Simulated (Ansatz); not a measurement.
Zone-centre phonons of AlN at 40 GPa: input and output

Method: DFT LDA, scalar-relativistic, plane waves, PAW in Ansatz 0.2.0.

Launched with:
```bash
ansatz run input.yaml --threads 1 --pin off --max-ram 3072MiB --backend cpu --events-out ev --progress --plain --runs-dir out
```

Input (bare energies are in eV):
```yaml
crystal:
  lattice:
    - [0.0, 2.0691508618, 2.0691508618]
    - [2.0691508618, 0.0, 2.0691508618]
    - [2.0691508618, 2.0691508618, 0.0]
  atoms:
    - { symbol: Al, position: [0.0, 0.0, 0.0] }
    - { symbol: "N", position: [0.75, 0.75, 0.75] }
basis:
  ecutwfc: 420
kpoints:
  mp_grid: { grid: [10, 10, 10] }
hamiltonian:
  xc: lda
scf:
  occupations: { method: fixed }
output:
  eigenvalues: true
phonons:
  method: dfpt
  dielectric: true
  rigid_motions: translations
  eigenvectors: true
```

The end of the output:
```
--- Phonons (Γ-DFPT): 2 representative perturbations + reference, on 171 of 1000 k-points (Σ response iterations 6) ---
  k mesh reduced under 4 symmetry operations, with k and −k counted as one. Each operation leaves every solved perturbation unchanged. A smaller set is not considered because the run solves the response ...
  ASR residual: 7.471e-5 → 0.000e0 eV/Å²; symmetrization residual: 6.625e-7 eV/Å²
  ASR residual per site (eV/Å²): 7.59e-6 7.47e-5
  Γ frequencies (cm⁻¹): 0.00 0.00 0.00 810.09 810.09 810.09
  ε∞ (high-frequency dielectric tensor):
        4.356438     0.000000     0.000000
        0.000000     4.356438     0.000000
        0.000000     0.000000     4.356438
  ε⁰ (static dielectric tensor: ions relaxed, cell fixed):
        7.288406     0.000000     0.000000
        0.000000     7.288406     0.000000
        0.000000     0.000000     7.288406
  ε⁰ − ε∞ (ionic part):
        2.931968     0.000000     0.000000
        0.000000     2.931968     0.000000
        0.000000     0.000000     2.931968
  softest optical mode at Γ: 810.09 cm⁻¹; the repairs (sum rule, projections) moved no ω² at Γ by more than (1.24 cm⁻¹)²
  Born effective charges Z* (e; rows j = field, columns β = displacement):
    site 0:
         2.52743    0.00000    0.00000
        -0.00000    2.52743    0.00000
         0.00000    0.00000    2.52743
    site 1:
        -2.52743   -0.00000   -0.00000
         0.00000   -2.52743   -0.00000
        -0.00000   -0.00000   -2.52743
  Z* charge neutrality: 7.359e-4 e pre-enforcement
  solved inside a basis spanned on kpoints, on 10×10×10 k-points, its susceptibility summed on 14×14×14: ε∞ is read to err by 1.2e-2, Z* by 8.5e-3 e (field_mesh: kpoints solves on kpoints); Z* is corrected for ...
  optical modes at Γ without the LO–TO term, one row a degenerate level:
      ω (cm⁻¹) modes IR ((D/Å)²/amu)
        810.09      3            47.9503
  optical modes at Γ + LO–TO along q̂ = [1.0000, 0.0000, 0.0000]:
      ω (cm⁻¹) modes IR ((D/Å)²/amu)
        810.09      2            31.9669
       1047.81      1            15.9834
  optical modes at Γ + LO–TO along q̂ = [0.0000, 1.0000, 0.0000]:
      ω (cm⁻¹) modes IR ((D/Å)²/amu)
        810.09      2            31.9669
       1047.81      1            15.9834
  optical modes at Γ + LO–TO along q̂ = [0.0000, 0.0000, 1.0000]:
      ω (cm⁻¹) modes IR ((D/Å)²/amu)
        810.09      2            31.9669
       1047.81      1            15.9834
```

The run took 22 s on 1 thread of Arm Neoverse V1, with other jobs on the host, peak memory 0.4 GiB.

Other phases may be more stable at this pressure.

This zinc-blende form isn't the usual stable structure of the compound at low pressure.